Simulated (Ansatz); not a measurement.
A crystal relaxed with r2SCAN in Ansatz 0.2.0 has space group P3m1 (No. 156) and a = 3.873 Å, c = 9.485 Å.

```csv
atom,site,x,y,z
Si,1a,0.0000,0.0000,0.9967
Si,1c,0.6667,0.3333,0.6665
Si,1b,0.3333,0.6667,0.3367
Si,1c,0.6667,0.3333,0.9153
Si,1b,0.3333,0.6667,0.5846
Xx,1a,0.0000,0.0000,0.2501
```

r2SCAN gives an indirect gap of 0.73 eV, from Γ to k = (0, 0.417, 0.169); the least direct gap is 1.76 eV at Γ–A (0.30 of the way from Γ). HSE06 gives an indirect gap of 1.09 eV, from Γ to k = (0, 0.417, 0.169); the least direct gap is 2.12 eV at Γ–A (0.30 of the way from Γ). Meshes: r2SCAN 12×12×4, HSE06 6×6×2.

**Question.** Which element is Xx?
A. C
B. Ge
C. Pb
D. Sn

**Answer.** B. Xx is Ge: Si5Ge as one 6-atom ordering (P3m1) on the diamond lattice. Si is surrounded by 3 Si at 2.37 Å and 1 Ge at 2.40 Å; Si is surrounded by 4 Si at 2.36–2.37 Å; Si is surrounded by 1 Si at 2.35 Å and 3 Ge at 2.38 Å; Si is surrounded by 4 Si at 2.35–2.37 Å; Ge is surrounded by 4 Si at 2.38–2.40 Å.

Simulation only: spin-unpolarised, and no claim that this is the phase found in nature.

The runs are scalar-relativistic, without spin-orbit coupling.

Where an edge lies off the special points, it is a point of the mesh or the k point where a search put PBE's edge or least direct gap, reused for the other functionals, whose own edges may lie a little apart.

Coordinates of k points refer to the reciprocal vectors of the primitive cell of the runs.

The meshes of the hybrids are coarse, so their gaps aren't converged to the digits shown.
